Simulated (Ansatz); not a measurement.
Cs:
```xyz
1
Lattice="0.0000 3.6470 3.6470 3.6470 0.0000 3.6470 3.6470 3.6470 0.0000" Properties=species:S:1:pos:R:3 pbc="T T T"
Cs     0.0000     0.0000     0.0000
```

Relaxed with LDA. Special points in fractions of this cell's reciprocal vectors: Γ (0.000, 0.000, 0.000); X (0.500, 0.000, 0.500); U (0.625, 0.250, 0.625); K (0.375, 0.375, 0.750); L (0.500, 0.500, 0.500); W (0.500, 0.250, 0.750).

Problem. List the band energies nearest the Fermi level at these points for LDA in the plane-wave PAW code Ansatz.

Solution. In eV from the Fermi level; about four levels below and three above (degenerate sets whole), none deeper than 8.9 eV; points with the same levels are listed once.

```
k  below           above
-  -----  --------------
Γ  -1.85  2.51 2.51 2.51
X      –  0.16 0.93 1.79
U      –  0.59 0.94 1.54
L  -0.11  1.04 2.35 2.35
W      –  0.74 1.31 1.31
```

Space group Fm-3m (fcc (Cu type)). The first step of the workflow began from a Materials Project structure, measured or hypothetical; the Crystallography Open Database files this formula in space group No. 225, but the cells were not matched. It is not the phase usual at ambient conditions (space group No. 229). Symmetry was held in the LDA relaxation; its stability against distortions is not shown here. Spin–orbit coupling is left out wherever it is not named.

Potentials: the earlier of the program's two PAW sets.
